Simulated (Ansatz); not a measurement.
Stress against strain in ScZn

```yaml
crystal:
  lattice:
    - [3.35000, 0.00000, 0.00000]
    - [0.00000, 3.35000, 0.00000]
    - [0.00000, 0.00000, 3.35000]
  atoms:
    - { symbol: Sc, position: [0.00000, 0.00000, 0.00000] }
    - { symbol: Zn, position: [0.50000, 0.50000, 0.50000] }
```

Atoms are numbered in the order listed.

Conventional cell: a = 3.350 Å, b = 3.350 Å, c = 3.350 Å, α = 90.00°, β = 90.00°, γ = 90.00°. Sc (atom 1) has 8 Zn at 2.90 Å as nearest neighbours. Around Zn (atom 2) lie 8 Sc at 2.90 Å.

The cell comes from COD entry 1527719, which wasn't checked; take it as a given geometry.

Spin polarisation is left out, and whether a magnetic state lies lower isn't shown here.

Method: Ansatz 0.2.0, DFT, PBEsol, all-electron LAPW, scalar-relativistic.

Numerical set-up: a Γ-centred 10×10×10 k mesh, Fermi–Dirac smearing of 0.03 eV, basis error target 0.5 meV/atom, no spin polarisation.

The strain is applied along the Cartesian axes of the cell as listed (the other components stay zero). Fractional coordinates are held (clamped ions).

σ is the change of stress from the unstrained cell, which is at -3.31 GPa; tension is positive, so slopes are stress–strain coefficients at that pressure. In a metal the k mesh adds noise.

Only quantities that a quadratic follows smoothly over the whole series are listed; rougher ones are left out.

| εzz | σzz (GPa) | σxx (GPa) |
| --- | --- | --- |
| -0.0200 | -2.19 | -1.10 |
| 0.0000 | 0.00 | 0.00 |
| 0.0100 | 1.05 | 0.49 |
| 0.0200 | 2.02 | 0.96 |

Task: Fit the series and read off the stiffness at zero strain.

Result: Least-squares fits y = p0 + p1 x + p2 x² to the rows give σzz (GPa): p1 = 105, p2 = -230; σxx (GPa): p1 = 51.4, p2 = -170. So C11 = 105 GPa and C12 = 51 GPa, which gives B = (C11 + 2 C12)/3 = 69 GPa.

Task: One run, at εzz = -0.0100, is withheld. Predict its row.

Result: The fits give -1.07, -0.53; the run gave -1.09, -0.52.
